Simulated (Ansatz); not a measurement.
BaGe$_{2}$:
```xyz
6
Lattice="-2.3986 2.3986 7.3541 2.3986 -2.3986 7.3541 2.3986 2.3986 -7.3541" Properties=species:S:1:pos:R:3 pbc="T T T"
Ba     0.0000     0.0000     0.0000
Ba     0.0000     2.3986     3.6770
Ge     0.0000     0.0000     6.1327
Ge     2.3986     0.0000     2.4557
Ge     2.3986     0.0000     4.8983
Ge     0.0000     0.0000     8.5754
```

Relaxed with r²SCAN.

Q: Map the electron localisation function on the plane through (0.000, 0.000, 0.000) spanned by u = [1, 1, 0] and v = [1, 0, 1] in lattice vectors, from DFT-r²SCAN in the program Ansatz with PAW potentials.

A: x is the fraction of u, y of v (the angle between them is 90°; rows are the nearest grid lines); atoms in the plane: Ba at (0.00, 0.00), Ba at (0.25, 0.50), Ge at (0.42, 0.00), Ge at (0.67, 0.50), Ge at (0.83, 0.50), Ge at (0.58, 0.00).
```
|0199201110002552031441302552000111029910|
|0298201110002553001441003552001121028920|
|1698100100001554102542014552001343018961|
|8997100000001465324543224542113565216998|
|9994000000000366545653345542125787413899|
|9972000013320167666744345543236788611699|
|8740000047862137887644456544456788731268|
|3310000279996116887623455434457666761023|
|0000000499998314787512455433566545663000|
|0000001799899612565312454223475423564100|
|0001001896169810343102554102475201455100|
|0011102892029820121102553001474100355200|
|0011102892029820121102553001474100355200|
|0001001896169810343102554102475201455100|
|0000001799899612565312454223475423564100|
|0000000499998314787512455433566545663000|
|3310000279996116887623455434457666761023|
|8740000047862137887644456544456788731268|
|9972000013320167666744345543236788611699|
|9994000000000366545653345542125787413899|
|8997100000001465324543224542113565216998|
|1698100100001554102542014552001343018961|
|0298201110002553001441003552001121028920|
|0199201110002552031441302552000111029910|
```
Scale: ten equal steps from 0.000 (start of '0') to 0.886 (end of '9'), in the order '0123456789'; x runs from 0.000 to 1.00, y from 0.000 (bottom) to 1.00 (top).

The density is the valence pseudo-density with augmentation charge, so density and ELF within about 1 Å of a nucleus are not all-electron values.

Space group I4_1/amd. The workflow started from an entry of the Crystallography Open Database (COD). Its standing as an ambient phase is unchecked. The r²SCAN relaxation kept the symmetry of its start; whether a distortion lowers the energy is not shown. Scalar-relativistic: spin–orbit coupling is off unless named, which matters more the heavier the elements.

Potentials: the later of the program's two PAW sets.
